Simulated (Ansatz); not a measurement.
**Field gradients of MoS₂ from run to run**

Cell of run 1: a Materials Project structure (computed, not necessarily an observed phase).

Space group P6_3/mmc (No. 194); a = 3.1854, c = 13.1784 Å, γ = 120.00°.

| site | Wyckoff | site symmetry | x | y | z |
| --- | --- | --- | --- | --- | --- |
| Mo | 2b | -6m2 | 0.0000 | 0.0000 | 0.2500 |
| S | 4f | 3m. | 0.3333 | 0.6667 | 0.3677 |

One atom of each set is listed.

Relaxed positions (PBE, cell held):

Mo (0.0000, 0.0000, 0.2500)
S (0.3333, 0.6667, 0.3684)

All runs are DFT with Ansatz 0.2.0 (plane waves and PAW, scalar-relativistic unless spin–orbit coupling is named, Γ-centred meshes, Fermi–Dirac smearing where given) in this cell. Start moments of run 1 as typed (μB): 2 on each Mo, none on the rest.

Run 1: PBE, parallel start moments, atoms as given; 420 eV, 11×11×3 k-points, smearing 0.02 eV.
Run 2: r2SCAN, parallel start moments, at the relaxed atoms; 500 eV, 11×11×3 k-points, smearing 0.02 eV.
Run 3: LDA, parallel start moments, at the relaxed atoms; 420 eV, 11×11×3 k-points, smearing 0.02 eV.

```tsv
run	Mo V_zz (η)	S V_zz (η)
1	-7.87 (0.00)	-5.74 (0.00)
2	-7.73 (0.00)	-5.63 (0.00)
3	?	?
```

V_zz in 10²¹ V/m².

(1) Estimate the row of run 3.

Results:

(1) Mo: -7.75 (0.00); S: -5.62 (0.00). It lies nearest to run 2, from whose tensors on these sites it differs by 0.02 at most (largest principal value of the difference).

Without spin–orbit coupling (the program notes it for Mo) the gradients are little affected as a rule: paired runs on crystals with a gap mostly move them by under 2 % at such atoms. Without spin–orbit coupling (the program notes it for Mo) the gradients can shift somewhat, as the gap is small. In run 2 the program didn't check the stability of the electronic state in full, so a lower one may lie near. In runs 1, 2, 3 the start moments die out. In run 3 the atoms aren't at the calculated equilibrium (largest force 0.49 eV/Å). The cell isn't the equilibrium one in run 3 (calculated pressure -6 GPa), and the entry's cell may itself be off.
